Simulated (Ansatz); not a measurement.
BeSe (zinc blende, F-43m), LDA in the plane-wave PAW code Ansatz, all energies at zero smearing, with the estimated change up to a 700 eV cutoff added, with one set of potentials and settings (totals compare only within such a set). Cell of 2 atoms (1 Be, 1 Se): -5473.144 eV.

| element | reference phase | E (eV/atom) |
|---|---|---|
| Be | P6_3/mmc, 2 atoms in the cell | -88.2331 |
| Se | P3_121, 3 atoms in the cell | -5383.2666 |

Formation energy per atom, worked out: (-5473.144 − 1×(-88.2331) − 1×(-5383.2666))/2 = -0.822 eV/atom (-79 kJ per mol of atoms), at 0 K, without zero-point energy or fitted corrections.

The LDA relaxation kept the symmetry of its start. The references are the lowest solids computed at this level, not always the standard phases.

Potentials: the earlier of the program's two PAW sets. The files were generated under PBE; for other functionals the program regenerates the frozen cores, and for LDA and PBEsol the local potential too.
